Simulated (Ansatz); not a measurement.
All numbers below come from Ansatz 0.2.0, DFT PBE, scalar-relativistic, plane waves, PAW, and for the lanthanide a 4f-in-core norm-conserving potential. All cells share a 630 eV cutoff and Γ-centred k meshes spaced at most about 0.3 Å⁻¹ (about 0.25 or finer for metals, 2π included). No spin polarisation in the final relaxations.

These are static total energies at zero pressure. All come from trial cells, and lower structures may exist.

Task: These unrelaxed guesses for Dy₃Be₂Se are each relaxed within their symmetry. Order them by the energy at which they end, lowest first.
A.

Space group P6mm (No. 183). a = 4.429 Å, b = 4.429 Å, c = 8.077 Å, α = 90.00°, β = 90.00°, γ = 120.00°
```
atom  site  symmetry       x       y       z
  Dy    2b       3m. 0.3333  0.6667  0.9594
  Dy    1a       6mm  0.0000  0.0000  0.6063
  Be    2b       3m. 0.3333  0.6667  0.5003
  Se    1a       6mm  0.0000  0.0000  0.2660
```

B.

Space group P6/mmm (No. 191). a = 5.590 Å, b = 5.590 Å, c = 4.418 Å, α = 90.00°, β = 90.00°, γ = 120.00°
| atom | site | symmetry | x | y | z |
| --- | --- | --- | --- | --- | --- |
| Dy | 3g | mmm | 0.5000 | 0.0000 | 0.5000 |
| Be | 2c | -6m2 | 0.3333 | 0.6667 | 0.0000 |
| Se | 1a | 6/mmm | 0.0000 | 0.0000 | 0.0000 |

C.

Space group P4/mmm (No. 123). a = 3.354 Å, b = 3.354 Å, c = 10.026 Å, α = 90.00°, β = 90.00°, γ = 90.00°
| atom | site | symmetry | x | y | z |
| --- | --- | --- | --- | --- | --- |
| Dy | 2h | 4mm | 0.5000 | 0.5000 | 0.1837 |
| Dy | 1d | 4/mmm | 0.5000 | 0.5000 | 0.5000 |
| Be | 2g | 4mm | 0.0000 | 0.0000 | 0.3343 |
| Se | 1a | 4/mmm | 0.0000 | 0.0000 | 0.0000 |

Result: C (ends in P4/mmm, 0 meV/atom), A (ends in P6/mmm, 0.32 eV/atom), B (ends in P6/mmm, 0.78 eV/atom).

A magnetic state wasn't ruled out in cells without spin, among them P6/mmm at 25.2 Å³/atom. Cells relaxed within their symmetry can be saddle points. Some types were kept out of the candidates beforehand, so the set may lack a known form.

The lanthanide is trivalent by construction, without f bands, f moments or other valences.
